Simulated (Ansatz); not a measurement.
ZrBr:
```cif
data_Br6Zr6
_chemical_formula_sum 'Zr6 Br6'
_space_group_name_H-M_alt 'R-3m :H'
_space_group_IT_number 166
_space_group_name_Hall '-R 3 2"'
_cell_length_a 3.52563
_cell_length_b 3.52563
_cell_length_c 28.45831
_cell_angle_alpha 90.000
_cell_angle_beta 90.000
_cell_angle_gamma 120.000
loop_
_atom_site_label
_atom_site_type_symbol
_atom_site_symmetry_multiplicity
_atom_site_Wyckoff_symbol
_atom_site_fract_x
_atom_site_fract_y
_atom_site_fract_z
_atom_site_occupancy
Zr1 Zr 6 c 0.00000 0.00000 0.20766 1
Br1 Br 6 c 0.00000 0.00000 0.39282 1
```
(The calculation used a cell of 4 atoms; values per cell refer to that cell.)

Relaxed at zero pressure with plane-wave PAW r²SCAN+D4 (Ansatz code).

Q: The volume is lowered by 6 % and shape and atoms relax at that volume. What pressure results, and how do the axes share the change?

A: 2.7 GPa; a -1.3 %, b -1.3 %, c -3.5 %; the energy rises by 11 meV/atom.

Q: Give the new structure.

A: 
Space group R-3m, hexagonal axes (No. 166); a = 3.4804 Å, b = 3.4804 Å, c = 27.4514 Å, α = 90.00°, β = 90.00°, γ = 120.00°

```json
[
 {"atom": "Zr", "site": "6c", "symmetry": "3m", "x": "0.0000", "y": "0.0000", "z": "0.2090"},
 {"atom": "Br", "site": "6c", "symmetry": "3m", "x": "0.0000", "y": "0.0000", "z": "0.3891"}
]
```

The phase is kept; no other phase was compared at this pressure.

The workflow started from an entry of the Crystallography Open Database (COD). Its standing as an ambient phase is unchecked. Symmetry was held in the r²SCAN+D4 relaxation; whether a distortion lowers the energy is not shown. The run is not spin-polarised.

Potentials: the later of the program's two PAW sets.
